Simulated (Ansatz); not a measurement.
# Collinear states of BaMnGe

All numbers below come from DFT PBE, scalar-relativistic, plane waves, PAW (Ansatz).

```
CELL_PARAMETERS angstrom
4.50000 0.00000 0.00000
0.00000 4.50000 0.00000
0.00000 0.00000 7.92000
ATOMIC_POSITIONS crystal
Ba 0.50000 0.00000 0.66800
Ba 0.00000 0.50000 0.33200
Mn 0.00000 0.00000 0.00000
Mn 0.50000 0.50000 0.00000
Ge 0.50000 0.00000 0.19050
Ge 0.00000 0.50000 0.80950
```

```
plane-wave cutoff                               : 420 eV
Γ-centred k-mesh                                : 8×8×6
occupation rule                                 : Gaussian smearing, 0.1 eV
list of starting moments (μB, in atom order)    : 0 0 4 4 0 0
check for lower electronic states after the SCF : off
```

All runs keep this geometry, which isn't relaxed for the lowest state (largest force there 0.456 eV/Å, pressure -1.4 GPa; forces reach 1.87 eV/Å in another state) and needn't be a stable compound; relaxing each order would shift the differences by some 30 meV/atom, going by the pressures and a bulk modulus of about 150 GPa. Signs run over the atoms with starting moments. The large starts are 0 0 5 5 0 0 μB. The small starts are 0 0 0.5 0.5 0 0 μB. Site moments are spin moments in atom-centred spheres that scale with the neighbour distance. The states are those that the runs reached from these starts; a lower one can exist.

Question: Starts tried: no spin; ferromagnetic; large parallel starting moments; antiferromagnetic in the cell, signs +-; small parallel starting moments. Which state comes out lowest, and what are the moments?

Answer: The lowest state is antiferromagnetic, reached from the start “antiferromagnetic in the cell, signs +-”, with site moments (μB) Mn +3.77, Mn -3.77.

```
                                  start ends energy above lowest (meV/atom) site moments (μB) gap on mesh (eV) P (GPa)
                                no spin non-magnetic                             457                               none over 0.05             metal     -7.9
                          ferromagnetic ferromagnetic                            85.9  Ba +0.06 (×2), Mn +3.78 (×2), Ge -0.09 (×2) metal     -0.8
        large parallel starting moments ferromagnetic                            85.9  Ba +0.06 (×2), Mn +3.78 (×2), Ge -0.09 (×2) metal     -0.8
antiferromagnetic in the cell, signs +-  antiferromagnetic                            0.00                           Mn +3.77, Mn -3.77             metal     -1.4
        small parallel starting moments ferromagnetic                            85.9  Ba +0.06 (×2), Mn +3.78 (×2), Ge -0.09 (×2) metal     -0.8
```

Cost: 5 runs of about 7.7 core-minutes in all, on Arm Neoverse V2 (shared hosts).